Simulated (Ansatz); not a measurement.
AlPd:
```cif
data_Al4Pd4
_chemical_formula_sum 'Al4 Pd4'
_space_group_name_H-M_alt 'P213'
_space_group_IT_number 198
_space_group_name_Hall 'P 2ac 2ab 3'
_cell_length_a 4.84989
_cell_length_b 4.84989
_cell_length_c 4.84989
_cell_angle_alpha 90.000
_cell_angle_beta 90.000
_cell_angle_gamma 90.000
loop_
_atom_site_label
_atom_site_type_symbol
_atom_site_symmetry_multiplicity
_atom_site_Wyckoff_symbol
_atom_site_fract_x
_atom_site_fract_y
_atom_site_fract_z
_atom_site_occupancy
Al1 Al 4 a 0.84435 0.84435 0.84435 1
Pd1 Pd 4 a 0.14754 0.14754 0.14754 1
```

Relaxed with PBEsol.

Q: Which orbitals make up the states near the Fermi level in PBEsol in the plane-wave PAW code Ansatz?

A: Within 0.5 eV of the Fermi level: Al 3p 51 %, Pd 4d 30 %, Al 3s 12 %, outside the projected shells 6 %. Projections are on Löwdin-orthogonalised atomic valence shells; empty p or d shells of many metals are not among them.

Q: Tabulate the density of states.

A: States/eV per cell of 8 atoms, in 0.25 eV bins, energy from the Fermi level.

| E (eV) | total | Pd 4d | Al 3p | Al 3s |
|---|---|---|---|---|
| -7.85 | 1.58 | 0.19 | 0.66 | 0.63 |
| -7.60 | 1.95 | 0.30 | 0.76 | 0.77 |
| -7.35 | 2.44 | 0.49 | 0.85 | 0.99 |
| -7.10 | 2.29 | 0.62 | 0.74 | 0.83 |
| -6.85 | 2.36 | 0.82 | 0.81 | 0.63 |
| -6.60 | 4.67 | 2.01 | 1.37 | 1.15 |
| -6.35 | 4.19 | 2.29 | 0.88 | 0.94 |
| -6.10 | 3.76 | 2.41 | 0.51 | 0.77 |
| -5.85 | 1.88 | 1.22 | 0.28 | 0.33 |
| -5.60 | 2.74 | 1.48 | 0.98 | 0.16 |
| -5.35 | 8.61 | 5.68 | 2.33 | 0.36 |
| -5.10 | 4.37 | 3.19 | 0.96 | 0.13 |
| -4.85 | 10.12 | 8.04 | 1.70 | 0.20 |
| -4.60 | 10.72 | 9.14 | 1.33 | 0.13 |
| -4.35 | 19.52 | 17.52 | 1.54 | 0.24 |
| -4.10 | 9.14 | 8.09 | 0.83 | 0.13 |
| -3.85 | 8.72 | 7.52 | 0.95 | 0.14 |
| -3.60 | 12.78 | 11.29 | 1.20 | 0.16 |
| -3.35 | 12.10 | 10.69 | 1.16 | 0.12 |
| -3.10 | 12.65 | 11.20 | 1.12 | 0.19 |
| -2.85 | 11.53 | 10.44 | 0.77 | 0.21 |
| -2.60 | 14.09 | 12.24 | 1.35 | 0.33 |
| -2.35 | 7.77 | 6.57 | 0.89 | 0.18 |
| -2.10 | 6.12 | 4.91 | 0.87 | 0.20 |
| -1.85 | 3.74 | 2.50 | 0.88 | 0.23 |
| -1.60 | 2.67 | 1.37 | 0.99 | 0.20 |
| -1.35 | 2.52 | 1.09 | 1.15 | 0.16 |
| -1.10 | 3.01 | 1.47 | 1.25 | 0.16 |
| -0.85 | 3.44 | 1.37 | 1.61 | 0.28 |
| -0.60 | 3.47 | 1.20 | 1.68 | 0.36 |
| -0.35 | 3.69 | 1.11 | 1.86 | 0.43 |
| -0.10 | 2.63 | 0.71 | 1.40 | 0.30 |
| 0.15 | 1.08 | 0.35 | 0.54 | 0.12 |
| 0.40 | 0.80 | 0.30 | 0.36 | 0.11 |
| 0.65 | 1.07 | 0.36 | 0.52 | 0.14 |
| 0.90 | 1.65 | 0.48 | 0.89 | 0.18 |
| 1.15 | 2.51 | 0.65 | 1.45 | 0.23 |
| 1.40 | 2.32 | 0.56 | 1.36 | 0.20 |
| 1.65 | 1.53 | 0.34 | 0.87 | 0.18 |
| 1.90 | 1.34 | 0.28 | 0.73 | 0.19 |
| 2.15 | 1.60 | 0.33 | 0.75 | 0.35 |
| 2.40 | 1.99 | 0.42 | 0.74 | 0.64 |
| 2.65 | 2.06 | 0.39 | 0.91 | 0.52 |
| 2.90 | 2.52 | 0.42 | 1.14 | 0.60 |
| 3.15 | 4.12 | 0.59 | 1.69 | 1.13 |
| 3.40 | 2.91 | 0.37 | 1.21 | 0.76 |
| 3.65 | 3.19 | 0.36 | 1.33 | 0.75 |
| 3.90 | 4.29 | 0.41 | 1.69 | 0.91 |
| 4.15 | 4.36 | 0.37 | 1.79 | 0.86 |
| 4.40 | 3.09 | 0.22 | 1.21 | 0.59 |
| 4.65 | 3.83 | 0.24 | 1.44 | 0.63 |

Space group P2_13. The first step of the workflow began from a Materials Project structure, measured or hypothetical; the Crystallography Open Database copy checked does not list it. With Al and Pd taken as one species the cell has the higher symmetry Pa-3, so it may be an ordered model of a mixed-site phase. Its standing as an ambient phase is unchecked. The PBEsol relaxation kept the symmetry of its start; of distortions, only those at the zone centre were tested. The run is not spin-polarised. Scalar-relativistic: spin–orbit coupling is off unless named, which matters more the heavier the elements.

Potentials: the earlier of the program's two PAW sets.
